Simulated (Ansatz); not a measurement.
## Structure relaxation, Y

The start is a relaxed Y cell, doubled along one cell vector, shaken by Gaussian noise of σ = 0.08 Å a coordinate. The structure is fully relaxed (lattice and positions, P = 0) with PBEsol (plane waves to 420 eV, PAW, scalar-relativistic; Ansatz, an electronic-structure program). First-step values are on the input's coarse k-mesh.

Ansatz input (later rounds restart from its end on a renewed k-mesh):
Ansatz 0.2 input:
```yaml
crystal:
  lattice:
    - [3.1889800129, 0, 0]
    - [0, 6.3779600258, 0]
    - [0, 0, 3.1889800129]
  atoms:
    - { symbol: Y, position: [0.0154561036, -0.0150656746, -0.0387204195] }
    - { symbol: Y, position: [0.0131983575, 0.5182152084, 0.0165795224] }
basis: { ecutwfc: 420, ecutrho_ratio: 4, xc_grid: 2, fft_grid_basis: typed }
kpoints: { mp_grid: { grid: [10, 5, 10] } }
hamiltonian:
  xc: pbesol
  dispersion: none
  pseudopotentials: { kind: paw }
scf: { occupations: { method: fermi_dirac, width: 0.05 } }
relax: { f_tol: 0.01, max_steps: 100, cell: { stress_tol: 0.02 } }
output: { forces: true, stress: true }
```

### Question
Which atoms feel the largest initial force, and how large is it?

### Answer
0.75 eV/Å, on Y1, Y2 (atoms numbered as listed).

### Question
How much energy is released per atom?

### Answer
0.81 eV/atom.

### Question
How does the volume per atom move from start to end?

### Answer
-5.0 %, from 32.43 to 30.82 Å³/atom.

### Question
Does it find its way back to the structure it was made from?

### Answer
It does not go back: it reaches Fm-3m (No. 225), fcc (Cu type), 0.78 eV/atom below the parent.

### Question
How do the shortest distances between atoms change?

### Answer
The closest pairs of elements (up to four, under 3.6 Å), start → end: Y–Y 2.98 → 3.52 Å.

### Question
Is the relaxed structure metallic? Give its gap.

### Answer
No gap (metallic).

### Question
Give the final cell and atomic positions.

### Answer

```cif
data_Y4
_chemical_formula_sum 'Y4'
_space_group_name_H-M_alt 'Fm-3m'
_space_group_IT_number 225
_space_group_name_Hall '-F 4 2 3'
_cell_length_a 4.97697
_cell_length_b 4.97697
_cell_length_c 4.97697
_cell_angle_alpha 90.000
_cell_angle_beta 90.000
_cell_angle_gamma 90.000
loop_
_atom_site_label
_atom_site_type_symbol
_atom_site_symmetry_multiplicity
_atom_site_Wyckoff_symbol
_atom_site_fract_x
_atom_site_fract_y
_atom_site_fract_z
_atom_site_occupancy
Y1 Y 4 a 0.00000 0.00000 0.00000 1
```
(The calculation used a cell of 1 atom; values per cell refer to that cell.)

Final values are on a 16×16×16 k-mesh of the relaxed cell. No spin polarisation in the result.

The run could not lose the symmetry of its start, so the end can be a saddle point.

The relaxed structure here is a generated cell of Y: the first start was made by placing the elements on the sites of a structure type, and the end was not matched to a known phase here, so it may be hypothetical. Known forms of Y include space group No. 194.
